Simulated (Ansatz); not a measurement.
Two states of BaTiO₃

```yaml
crystal:
  lattice:
    - [4.11086, 4.11086, 0.00000]
    - [0.00000, 4.11086, 4.11086]
    - [4.11086, 0.00000, 4.11086]
  atoms:
    - { symbol: O, position: [0.25000, 0.75000, 0.75000] }
    - { symbol: O, position: [0.75000, 0.25000, 0.25000] }
    - { symbol: O, position: [0.25000, 0.75000, 0.25000] }
    - { symbol: O, position: [0.75000, 0.25000, 0.75000] }
    - { symbol: O, position: [0.25000, 0.25000, 0.75000] }
    - { symbol: O, position: [0.75000, 0.75000, 0.25000] }
    - { symbol: Ti, position: [0.25000, 0.25000, 0.25000] }
    - { symbol: Ti, position: [0.75000, 0.75000, 0.75000] }
    - { symbol: Ba, position: [0.00000, 0.00000, 0.00000] }
    - { symbol: Ba, position: [0.50000, 0.50000, 0.50000] }
```

The numbers come from plane-wave PAW DFT (Ansatz): r2SCAN, with U = 3.18 eV and J = 0.64 eV on Ti d (all-electron-ortho-atomic projectors), 500 eV, 5×5×5 Γ-centred k points, fermi-dirac occupations (width 0.1 eV). Nothing was relaxed.

State A: Ti7 down, Ti8 up (collinear spin). State B: Ti7 up, Ti8 up (collinear spin).

Which state is lower, and how do they differ?

State A is lower by 1.3 meV an atom at zero smearing. So small a gap isn't resolved on this mesh where a state is a metal.

| state | free energy (meV/atom) | largest moment in a small sphere (μB) | net moment (μB/cell) | gap on mesh (eV) | pressure (GPa) | largest force (eV/Å) |
| --- | --- | --- | --- | --- | --- | --- |
| A | 0.0 | 1.79 | 0.00 | metal | 41.4 | 0.00 |
| B | 1.1 | 1.80 | 4.08 | metal | 41.3 | 0.00 |

Origin: a database entry at a rescaled volume. Caveats: atoms or cell far from equilibrium.

Ba sits on the octahedral site here and Ti on the 12-fold one, the reverse of the real perovskite.
